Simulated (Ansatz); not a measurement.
Input:

B$_{4}$Ru:
Space group Pnnm (No. 58); a = 4.745 Å, b = 5.518 Å, c = 3.136 Å, α = β = γ = 90.00°

| atom | site | symmetry | x | y | z |
|---|---|---|---|---|---|
| Ru | 2d | ..2/m | 0.5000 | 0.0000 | 0.0000 |
| B | 4g | ..m | 0.3393 | 0.3767 | 0.0000 |
| B | 4g | ..m | 0.2400 | 0.1799 | 0.5000 |

This is the r²SCAN-relaxed structure.

Q: All from r²SCAN in the plane-wave PAW code Ansatz, unless another level is named. Predict the electronic character.

A: metallic (no gap).

Q: Next, the density of states at the Fermi level?

A: 0.16 states/eV per atom (mean over ±0.08 eV).

Q: Next, the formation energy from the elements (no fitted shifts)?

A: -0.010 eV/atom.

Q: And the gap with spin–orbit coupling?

A: none (metallic).

The start of the workflow was typed in or built on a structure type; neither database checked (COD, Materials Project) lists it. Its standing as an ambient phase is unchecked. The cell was relaxed with r²SCAN under the symmetry of its start; whether a distortion lowers the energy is not shown. No spin polarisation was allowed. The references are the lowest solids computed at this level, not always the standard phases. Spin–orbit coupling is left out wherever it is not named.

Potentials: the earlier of the program's two PAW sets. The files were generated under PBE; for other functionals the program regenerates the frozen cores, and for LDA and PBEsol the local potential too.
